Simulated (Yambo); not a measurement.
Ta₂O₅ (space group P2/m, No. 10), G0W0@LDA in Yambo with this input:

```
rim_cut
gw0
dyson
el_el_corr
HF_and_locXC
ppa
em1d
RandQpts= 1000000
RandGvec= 1 Ry
EXXRLvcs= 84 Ry
VXCRLvcs= 336 Ry
Chimod= "HARTREE"
% BndsRnXp
 3 | 189 |
%
NGsBlkXp= 8 Ry
% LongDrXp
 1.0 | 1.0 | 1.0 |
%
PPAPntXp= 27.2114 eV
% GbndRnge
 1 | 189 |
%
GTermKind= "BG"
DysSolver= "n"
ExtendOut
```

On a 4×4×2 mesh, with wavefunctions cut at 84 Ry, the gap ((-0.5, -0.5, -0.5) → (0, 0, -0.5)) is 3.796 eV and the valence edge shifts by -0.473 eV.

Question: What happens with this change: 3 Ry block?

Answer: The gap rises by 0.245 eV, to 4.041 eV; the shift of the valence edge becomes -0.509 eV. Neither run is shown to be the converged limit.

Spin-orbit coupling is not included.

Geometry of the Materials Project entry, not relaxed at this level; primitive cell a = 3.8414 Å, b = 3.8627 Å, c = 6.7776 Å, α = γ = 90.00°, β = 105.57°.

The structure is a Materials Project entry; no match was found in the copy of COD used, and its stability was not checked.

A shift is the quasiparticle energy of the state minus its LDA energy.
